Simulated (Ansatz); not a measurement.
The start is a generated cell, La2O3 placed in the AFLOW prototype A3B2_hR5_155_e_c (D5_e, as in Ni3S2). The structure is fully relaxed (lattice and positions, P = 0) with r2SCAN (plane waves to 500 eV, PAW, scalar-relativistic; Ansatz, a program for electronic structure). First-step values are on the input's coarse k-mesh.

Ansatz input (later rounds restart from its end on a renewed k-mesh):
Ansatz 0.2 input:
```yaml
crystal:
  lattice:
    - [3.0626208, 1.7682049, 2.5337536]
    - [-3.0626208, 1.7682049, 2.5337536]
    - [0, -3.5364098, 2.5337536]
  atoms:
    - { symbol: O, position: [0.2449, 0.7551, 0.5] }
    - { symbol: O, position: [0.5, 0.2449, 0.7551] }
    - { symbol: O, position: [0.7551, 0.5, 0.2449] }
    - { symbol: La, position: [0.2521, 0.2521, 0.2521] }
    - { symbol: La, position: [0.7479, 0.7479, 0.7479] }
basis: { ecutwfc: 500, ecutrho_ratio: 4, xc_grid: 4, fft_grid_basis: typed }
kpoints: { mp_grid: { grid: [5, 5, 5] } }
hamiltonian:
  xc: r2scan
  dispersion: none
  pseudopotentials: { azcp: { folder: ./paw }, kind: paw }
scf: { occupations: { method: fermi_dirac, width: 0.05 } }
relax: { f_tol: 0.01, max_steps: 100, cell: { stress_tol: 0.02 } }
output: { forces: true, stress: true }
```

* **Initial pressure**: +3.2 GPa (positive: the cell is compressed)
* **Largest initial force**: 1.87 eV/Å, on La4, La5 (atoms numbered as listed)
* **Outcome**: The space group stays R32 (No. 155) (the run could not lower it), with 5 atoms in the primitive cell
* **Energy released**: 0.22 eV/atom
* **Volume change**: +8.8 %, from 16.47 to 17.91 Å³/atom
* **Band gap at the end**: 3.77 eV, indirect (valence top at 36 % of the way from Γ to T, conduction bottom at Γ) (no spin-orbit coupling)
* **Optimiser moves**: 8

Relaxed structure:

```cif
data_La6O9
_chemical_formula_sum 'O9 La6'
_space_group_name_H-M_alt 'R32 :H'
_space_group_IT_number 155
_space_group_name_Hall 'R 3 2"'
_cell_length_a 5.98881
_cell_length_b 5.98881
_cell_length_c 8.65024
_cell_angle_alpha 90.000
_cell_angle_beta 90.000
_cell_angle_gamma 120.000
loop_
_atom_site_label
_atom_site_type_symbol
_atom_site_symmetry_multiplicity
_atom_site_Wyckoff_symbol
_atom_site_fract_x
_atom_site_fract_y
_atom_site_fract_z
_atom_site_occupancy
O1 O 9 e 0.29003 0.29003 0.50000 1
La1 La 6 c 0.00000 0.00000 0.28995 1
```
(The calculation used a cell of 5 atoms; values per cell refer to that cell.)

Final values are on a 8×8×8 k-mesh of the relaxed cell. No spin polarisation in the result.

The run could not lose the symmetry of its start; a randomly shaken copy of 10 atoms returns to this structure.

The relaxed structure here is a generated cell of La2O3: the first start was made by placing the elements on the sites of a structure type, and the end was not matched to a known phase here, so it may be hypothetical. Known forms of La2O3 include space group No. 164.
